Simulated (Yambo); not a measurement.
A G0W0@PBEsol run in Yambo for Ag2S (space group P2_1/m, No. 11) (4×2×4 Γ-centred k mesh, bands 17 to 155 and a 6 Ry block in the screening, 155 bands in G with the Bruneval-Gonze terminator, plasmon pole fitted at 27.2 eV) gives these matrix elements, in eV, at the band edges ((0, 0, -0.5) → Γ):

| state | E0 | <Vxc> | <Σx> | <Σc(E0)> | Z |
|---|---|---|---|---|---|
| valence edge | 0.000 | -19.028 | -22.483 | 2.942 | 0.788 |
| conduction edge | 1.100 | -11.906 | -8.000 | -3.414 | 0.814 |

### Question
Solve the linearised quasiparticle equation for both states, give the gap, and say how exchange and correlation each act on it.

### Answer
E = E0 + Z(Σx + Σc − Vxc). Valence: 0.000 + 0.788 × (-22.483 + (2.942) − (-19.028)) = -0.40 eV. Conduction: 1.100 + 0.814 × (-8.000 + (-3.414) − (-11.906)) = 1.50 eV. The gap is 1.90 eV, against 1.10 eV in PBEsol. Replacing Vxc by bare exchange alone would open it by 7.36 eV; correlation takes back 6.36 eV of that, and Z scales what is left. Nearest settings tried, and what they do to the gap: 77 bands in W, 77 bands in G: +257 meV; 2×1×2 mesh: -178 meV. Not varied: block. So the settings aren't converged at that level. Spin-orbit splittings are left out.

Geometry of the Materials Project entry, not relaxed at this level; primitive cell a = 4.2218 Å, b = 7.4048 Å, c = 4.2336 Å, α = γ = 90.00°, β = 111.80°.

The structure is a Materials Project entry; no match was found in the copy of COD used, and its stability was not checked.
